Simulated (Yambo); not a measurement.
Yambo run on C (space group R-3m, No. 166). The wavefunctions come from this Quantum ESPRESSO step (LDA, PseudoDojo standard norm-conserving files, scalar-relativistic):

```
&CONTROL
  calculation = 'nscf'
  pseudo_dir = './pseudo'
  outdir = './out'
/
&SYSTEM
  ibrav = 0
  nat = 4
  ntyp = 1
  ecutwfc = 82.0
  ecutrho = 328.0
  occupations = 'fixed'
  force_symmorphic = .true.
  nbnd = 81
/
&ELECTRONS
  conv_thr = 4e-09
  diago_full_acc = .true.
  diago_thr_init = 1e-08
/
ATOMIC_SPECIES
C 12.0110 C.upf
CELL_PARAMETERS angstrom
  1.233190057000   0.711982612000   8.282617000000
 -1.233190057000   0.711982612000   8.282617000000
  0.000000000000  -1.423965223000   8.282617000000
ATOMIC_POSITIONS crystal
C   0.912830000000   0.912830000000   0.912830000000
C   0.087170000000   0.087170000000   0.087170000000
C   0.246153000000   0.246153000000   0.246153000000
C   0.753847000000   0.753847000000   0.753847000000
K_POINTS automatic
6 6 6 0 0 0
```

Yambo input:

```
rim_cut
gw0
dyson
el_el_corr
HF_and_locXC
ppa
em1d
RandQpts= 1000000
RandGvec= 1 Ry
EXXRLvcs= 82 Ry
VXCRLvcs= 328 Ry
Chimod= "HARTREE"
% BndsRnXp
 1 | 79 |
%
NGsBlkXp= 8 Ry
% LongDrXp
 1.0 | 1.0 | 1.0 |
%
PPAPntXp= 27.2114 eV
% GbndRnge
 1 | 79 |
%
GTermKind= "BG"
DysSolver= "n"
ExtendOut
% QPkrange
 12 | 12 | 8 | 9 |
 25 | 25 | 8 | 9 |
%
```

k points by index: 12 = (0, 0.333, -0.333), 25 = (0.167, -0.5, -0.167).

Resulting energies as the program prints them:

```
#    K-point    Band    Eo [eV]    E [eV]    E-Eo [eV]    Vxc [eV]    Vnlxc [eV]    Sc|Eo [eV]    Sc|E [eV]    dSc/dw|Eo [eV]    Re(Z)    Im(Z)
#
    12    8    -0.124275E-4    0.061121    0.061134    -13.82878    -13.51532    -0.234348    -0.252328    -8.007155    0.772641    -0.001543
    12    9    0.190979    0.446029    0.255051    -14.04895    -11.37920    -2.338998    -2.414708    -8.075686    0.771140    -0.001545
    25    8    0.000000    0.060931    0.060931    -13.82876    -13.51510    -0.234806    -0.252727    -8.007376    0.772636    -0.001544
    25    9    0.190988    0.445888    0.254900    -14.04897    -11.37900    -2.339402    -2.415070    -8.075895    0.771136    -0.001546
```
(The two width columns are left out.) Convergence of these settings isn't established.

Geometry of the Materials Project entry, not relaxed at this level.

This is not the ordinary phase of the substance.

The distance between layers or molecules is the database entry's, not relaxed here. Functionals without dispersion can leave it too large, which widens gaps and weakens the response across layers: the numbers belong to this cell.
